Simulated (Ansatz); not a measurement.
HfC in space group P6_3/mmc (No. 194; Hf on 2d, C on 2c) under volume change, the program Ansatz at the r²SCAN level (PAW), shape and atoms relaxed at each volume.

```csv
V (Å³/atom),E − E(relaxed) (meV/atom),P (GPa)
13.442,83.2,21.63
13.886,…,…
14.329,8.4,6.19
14.772,0.0,0.00
15.215,7.6,-5.35
15.658,28.9,-9.98
16.101,…,…
```

Some entries are withheld; supply them.


- 16.101, E − E(relaxed) (meV/atom): 62.2
- 16.101, P (GPa): -13.97
- 13.886, E − E(relaxed) (meV/atom): 35.1
- 13.886, P (GPa): 13.34

What does a third-order Birch–Murnaghan fit give for V₀, B₀ and B′?

V₀ = 14.77 Å³/atom, B₀ = 191 GPa, B′ = 3.8.

The start of the workflow was typed in or built on a structure type; the Crystallography Open Database copy checked does not list it. It is not the phase usual at ambient conditions (space group No. 225). The r²SCAN relaxation kept the symmetry of its start; its stability against distortions is not shown here. No spin polarisation was allowed. Spin–orbit coupling is left out wherever it is not named.

Potentials: the later of the program's two PAW sets.
